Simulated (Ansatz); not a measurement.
SiMo (CsCl type, Pm-3m) at seven volumes, PBEsol in the plane-wave PAW code Ansatz, scaled uniformly. One row is withheld.

```csv
V (Å³/atom),P (GPa)
12.530,26.25
12.943,15.98
13.356,7.40
13.769,0.00
14.182,-6.41
14.596,?
15.009,-16.33
```

Problem. Fit the shown pressures and predict the withheld one.

Solution. Third-order Birch–Murnaghan: P = (3/2)B₀(x^(7/2) − x^(5/2))[1 + (3/4)(B′ − 4)(x − 1)] with x = (V₀/V)^(2/3). Least squares on the six rows gives V₀ = 13.767 Å³/atom, B₀ = 227.6 GPa, B′ = 4.30. At V = 14.596, x = 0.9618 and P = -11.74 GPa. The run itself gave -11.86 GPa.

The cell is a constructed one: a structure type filled with these elements; neither database checked (COD, Materials Project) lists it. Whether it is the stable phase at ambient conditions was not checked. The cell was relaxed with PBEsol under the symmetry of its start; its stability against distortions is not shown here. The run is not spin-polarised.

Potentials: the earlier of the program's two PAW sets. The files were generated under PBE; for other functionals the program regenerates the frozen cores, and for LDA and PBEsol the local potential too.
